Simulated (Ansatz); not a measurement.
Input for Ansatz (plane-wave DFT, PAW):

```yaml
crystal:
  lattice:
    - [0.0, 3.0845, 3.0845]
    - [3.0845, 0.0, 3.0845]
    - [3.0845, 3.0845, 0.0]
  atoms:
    - { symbol: Li, position: [0.0, 0.0, 0.0] }
    - { symbol: Li, position: [0.25, 0.25, 0.25] }
    - { symbol: Ga, position: [0.5, 0.5, 0.5] }
    - { symbol: Ga, position: [0.75, 0.75, 0.75] }
basis:
  ecutwfc: 420
kpoints:
  mp_grid: { grid: [6, 6, 6] }
hamiltonian:
  xc: pbesol
scf:
  occupations: { method: gaussian, width: 0.1 }
output:
  forces: true
  stress: true
  eigenvalues: true
```

Command:
```bash
ansatz run input.yaml --threads 1 --pin off --max-ram 2560MiB --backend cpu --events-out ev --progress --plain --runs-dir out
```

Theory: Ansatz, DFT PBEsol, scalar-relativistic, plane waves, PAW.

Abridged output (iterations and final results):

```
SCF iter   1: F=—  HF=-7893.709475 eV  |F-HF|=—  |Δ(HF+E_count)|=         —  Δρ=2.52e-3  dr2=1.06e-3  ethr=1.77e-3  ⟨swp⟩=5.1  Hψ=1344  notcnv=0
SCF iter   2: F=—  HF=-7893.707183 eV  |F-HF|=—  |Δ(HF+E_count)|=   2.29e-3  Δρ=1.15e-3  dr2=2.20e-4  ethr=3.31e-6  ⟨swp⟩=2.4  Hψ=690  notcnv=0
SCF iter   3: F=—  HF=-7893.707052 eV  |F-HF|=—  |Δ(HF+E_count)|=   1.30e-4  Δρ=9.27e-5  dr2=4.07e-6  ethr=6.86e-7  ⟨swp⟩=2.0  Hψ=559  notcnv=0
SCF iter   4: F=—  HF=-7893.707053 eV  |F-HF|=—  |Δ(HF+E_count)|=   9.54e-7  Δρ=1.69e-4  dr2=9.08e-6  ethr=1.27e-8  ⟨swp⟩=2.1  Hψ=554  notcnv=0
SCF iter   5: F=—  HF=-7893.707046 eV  |F-HF|=—  |Δ(HF+E_count)|=   7.66e-6  Δρ=3.38e-5  dr2=2.61e-7  ethr=1.27e-8  ⟨swp⟩=2.0  Hψ=541  notcnv=0
SCF iter   6: F=-7893.707045 eV  HF=-7893.707046 eV  |F-HF|=4.27e-8  |Δ(HF+E_count)|=   1.54e-7  Δρ=8.76e-6  dr2=2.80e-8  ethr=3.13e-10  ⟨swp⟩=4.3  Hψ=1144  notcnv=0
SCF 1 converged in 6 iterations: F = -7893.707045 eV  dr2 = 2.80e-8
SCF converged after 6 iterations
Free energy (F): -7893.707045 eV
Harris-Foulkes:  -7893.707046 eV  (|F-HF|=4.27e-8)
Internal energy: -7893.704365 eV  (E = F + TS)
E sigma→0 (E₀):  -7893.705705 eV
Entropy (-TS):   -0.002680 eV (-0.670 meV/atom)
Fermi energy:    8.323923 eV
--- Per-component energies (eV) ---
  E_band       = -265.372019
  E_kinetic    = 277.442118
  E_local      = -4216.304313  (includes V_loc(G=0)·N_el)
  E_nonlocal   = 781.735456
  E_hartree    = 1938.823702
  E_xc         = -159.931927
  E_vxc        = -145.909660  (∫ρ·V_xc dr)
  E_paw        = -3934.641877  (= ΣΔE_a)
  E_vpaw       = -839.997293  (= ΣTr[D̂ρ^β])
  E_aug_tail   = -0.000236  (compensation charges beyond the density's cutoff)
  E_ewald      = -2582.553244
  E_core_change = 1.725956  (= ΣΔE_core)
  E_smearing   = -0.002680  (= −TS)
--- Forces (eV/Å), atoms counted from 1 ---
  atom   1  Li     0.00000000     0.00000000     0.00000000
  atom   2  Li     0.00000000     0.00000000     0.00000000
  atom   3  Ga     0.00000000     0.00000000     0.00000000
  atom   4  Ga     0.00000000     0.00000000     0.00000000
--- Stress (GPa, compression-positive) ---
       -0.798039       0.000000       0.000000
        0.000000      -0.798039       0.000000
        0.000000       0.000000      -0.798039
  P = ⅓ Tr σ = -0.7980 GPa (-7.980 kbar)
--- Band table (eV; the first three rows and the last of 16) ---
  k-point 0: bands = ["-38.3431", "-38.2872", "-7.1651", "-7.1651", "-7.1651", "-7.1418", "-7.1418", "-6.9202", "-6.9202", "-6.9202", "-6.8704", "-6.8704", "-2.1461", "8.8739", "8.8739", "8.8739", "9.0179", "9.3957", "9.3957", "9.3957"]
  k-point 1: bands = ["-38.3402", "-38.2899", "-7.1821", "-7.1821", "-7.1610", "-7.1175", "-7.1175", "-6.9282", "-6.9282", "-6.9256", "-6.8649", "-6.8649", "-1.8783", "5.8590", "8.0433", "8.0433", "8.9023", "10.3180", "10.3180", "11.9773"]
  k-point 2: bands = ["-38.3334", "-38.2965", "-7.1895", "-7.1895", "-7.1543", "-7.1009", "-7.1009", "-6.9349", "-6.9320", "-6.9320", "-6.8606", "-6.8606", "-1.1300", "3.3028", "7.4959", "7.4959", "8.4969", "9.7151", "9.7151", "13.2396"]
  k-point 15: bands = ["-38.3148", "-38.3148", "-7.2127", "-7.2127", "-7.0944", "-7.0944", "-7.0086", "-7.0086", "-6.9674", "-6.9674", "-6.8317", "-6.8317", "1.1558", "1.1558", "4.6495", "4.6495", "9.7182", "9.7182", "13.2583", "13.2583"]
```

The calculation finished and met its thresholds.

The run took 1.4 s on 1 thread of Arm Neoverse V1 (shared host), peak memory 0.3 GiB.

The k mesh is coarse.